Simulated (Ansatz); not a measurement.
CsCl:
```
CELL_PARAMETERS angstrom
      0.00000     3.44909     3.44909
      3.44909     0.00000     3.44909
      3.44909     3.44909     0.00000
ATOMIC_POSITIONS crystal
  Cs 0.00000 0.00000 0.00000
  Cl 0.50000 0.50000 0.50000
```

PBEsol in the plane-wave PAW code Ansatz gives a gap of 4.89 eV without spin–orbit coupling, maximum at X, minimum at Γ.

Question: What happens when spin–orbit coupling is switched on?

Answer: The gap decreases by 0.07 eV, to 4.82 eV; maximum at X, minimum at Γ.

Question: Give the electron effective mass with spin–orbit coupling.

Answer: 0.40 mₑ (isotropic).

Question: Give the hole effective mass with spin–orbit coupling.

Answer: 1.2, 1.2, 8.9 mₑ (principal values).

Space group Fm-3m (rock salt). The first step of the workflow began from a Materials Project structure, measured or hypothetical; the Crystallography Open Database files this formula in space group No. 225, but the cells were not matched. It is not the phase usual at ambient conditions (space group No. 221). The cell was relaxed with PBEsol under the symmetry of its start; whether a distortion lowers the energy is not shown.

Potentials: the later of the program's two PAW sets.
